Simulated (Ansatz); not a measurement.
YSi₂Ru₂:
Space group I4/mmm (No. 139); a = b = 4.167 Å, c = 9.538 Å, α = β = γ = 90.00°

```
atom  site  symmetry       x       y       z
----  ----  --------  ------  ------  ------
Y       2a     4/mmm  0.0000  0.0000  0.0000
Si      4e       4mm  0.0000  0.0000  0.3669
Ru      4d      -4m2  0.0000  0.5000  0.2500
```
(The calculation used a cell of 5 atoms; values per cell refer to that cell.)

Relaxed with r²SCAN.

Problem. Which orbitals make up the states near the Fermi level in plane-wave PAW r²SCAN (Ansatz code)?

Solution. Within 0.5 eV of the Fermi level: Ru 4d 50 %, Y 4d 24 %, Si 3p 15 %. Projections are on Löwdin-orthogonalised atomic valence shells; empty p or d shells of many metals are not among them.

Problem. Tabulate the density of states.

Solution. States/eV per cell of 5 atoms, in 0.25 eV bins, energy from the Fermi level.

```
E (eV)  total  Ru 4d  Y 4d  Si 3p
------  -----  -----  ----  -----
-7.85    1.75   0.37  0.15   0.20
-7.60    1.90   0.49  0.13   0.18
-7.35    1.09   0.26  0.06   0.10
-7.10    0.71   0.17  0.02   0.06
-6.85    0.02   0.01  0.00   0.00
-6.60    0.00   0.00  0.00   0.00
-6.35    0.00   0.00  0.00   0.00
-6.10    0.00   0.00  0.00   0.00
-5.85    0.07   0.03  0.01   0.03
-5.60    1.34   0.53  0.07   0.58
-5.35    2.87   1.06  0.15   1.26
-5.10    3.02   1.06  0.15   1.34
-4.85    2.22   0.81  0.11   0.95
-4.60    2.98   1.39  0.15   1.12
-4.35    3.24   1.67  0.18   1.17
-4.10    3.77   2.14  0.23   1.24
-3.85    3.57   1.98  0.21   1.22
-3.60    3.77   2.26  0.30   1.01
-3.35    6.72   3.95  0.51   1.87
-3.10    7.20   4.54  0.42   1.75
-2.85    5.36   3.57  0.31   1.06
-2.60    2.04   1.25  0.11   0.50
-2.35    3.91   2.69  0.20   0.71
-2.10    5.25   3.77  0.33   0.78
-1.85    5.12   3.67  0.38   0.77
-1.60    6.21   4.80  0.47   0.62
-1.35    5.51   4.31  0.40   0.54
-1.10    4.55   3.44  0.31   0.55
-0.85    5.36   4.26  0.29   0.55
-0.60    2.66   1.89  0.27   0.34
-0.35    2.78   1.68  0.50   0.38
-0.10    2.62   1.26  0.67   0.40
0.15     1.93   0.81  0.55   0.31
0.40     1.61   0.62  0.48   0.26
0.65     1.43   0.54  0.42   0.24
0.90     1.39   0.52  0.40   0.24
1.15     2.00   0.76  0.66   0.33
1.40     1.41   0.56  0.46   0.22
1.65     2.77   1.43  0.77   0.38
1.90     2.80   1.43  0.67   0.48
2.15     4.26   2.32  0.94   0.67
2.40     2.66   1.04  0.91   0.44
2.65     2.16   0.63  0.96   0.32
2.90     2.03   0.42  1.19   0.23
3.15     1.62   0.28  0.98   0.18
3.40     1.63   0.22  1.00   0.18
3.65     3.26   0.34  1.95   0.29
3.90     3.60   0.31  2.21   0.30
4.15     3.23   0.26  2.01   0.30
4.40     3.63   0.32  2.16   0.41
4.65     4.06   0.36  2.39   0.56
```

The first step of the workflow began from a Materials Project structure, measured or hypothetical; the Crystallography Open Database files this formula in space group No. 139, but the cells were not matched. Its standing as an ambient phase is unchecked. Symmetry was held in the r²SCAN relaxation; its stability against distortions is not shown here. No spin polarisation was allowed. Scalar-relativistic: spin–orbit coupling is off unless named, which matters more the heavier the elements.

Potentials: the earlier of the program's two PAW sets.
